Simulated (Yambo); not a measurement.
Data:

```
CELL_PARAMETERS angstrom
      1.52701     0.88162     6.19109
     -1.52701     0.88162     6.19109
      0.00000    -1.76324     6.19109
ATOMIC_POSITIONS crystal
  O  0.88721 0.88721 0.88721
  O  0.11279 0.11279 0.11279
  Rh 0.50000 0.50000 0.50000
  Ag 0.00000 0.00000 0.00000
```

Workflow: norm-conserving PBEsol (Quantum ESPRESSO, 88 Ry, without SOC), then G0W0 in Yambo (4×4×4 Γ-centred k mesh, bands 9 to 112 and a 8 Ry block in the screening, 112 bands in G with the Bruneval-Gonze terminator, plasmon pole fitted at 27.2 eV).

Q: Give the PBEsol and G0W0 gaps between the band edges found on this mesh, and say where the edges lie.

A: Edges: Z → (0.25, -0.5, -0.5). PBEsol: 0.76 eV; G0W0: 1.24 eV. The mesh misses an edge: along a dense path the PBEsol gap is 0.43 eV. Convergence of the G0W0 settings was not tested. Spin-orbit splittings are left out.

Geometry relaxed with PBEsol.

The structure is a Materials Project entry; no match was found in the copy of COD used, and its stability was not checked.
